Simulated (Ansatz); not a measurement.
ZrIn2S2: stable or not

The cell was found from a structure generator's guess, not taken from experiment.

Computed with DFT PBE, scalar-relativistic, plane waves, PAW (Ansatz). Settings of the last relaxation (5-atom cell): 420 eV, 12×12×4 k points, Gaussian smearing of 0.10 eV, no spin polarisation.

Space group P-3m1 (No. 164). a = 3.548 Å, b = 3.548 Å, c = 11.205 Å, α = 90.00°, β = 90.00°, γ = 120.00°
```tsv
atom	site	symmetry	x	y	z
Zr	1a	-3m.	0.0000	0.0000	0.0000
In	2d	3m.	0.3333	0.6667	0.3763
S	2d	3m.	0.3333	0.6667	0.8603
```

Formation energies are uncorrected and refer to the elements' standard structures at the same level.

Problem. These tests were run: energy against the elements; phonons on a 2×2×1 q mesh. What do they show?

Solution.

| test | result |
| --- | --- |
| energy against the elements | −0.87 eV/atom |
| phonons on a 2×2×1 q mesh | imaginary modes down to 25i cm⁻¹ |

It fails none of these tests outright. Whether a mixture of other phases lies lower isn't tested here. Undecided within the accuracy: phonons on a 2×2×1 q mesh.

The reference form of S is held partly by dispersion forces, which this level lacks. The run for the phonons used a 12×12×4 k mesh and Fermi–Dirac smearing of 0.15 eV.
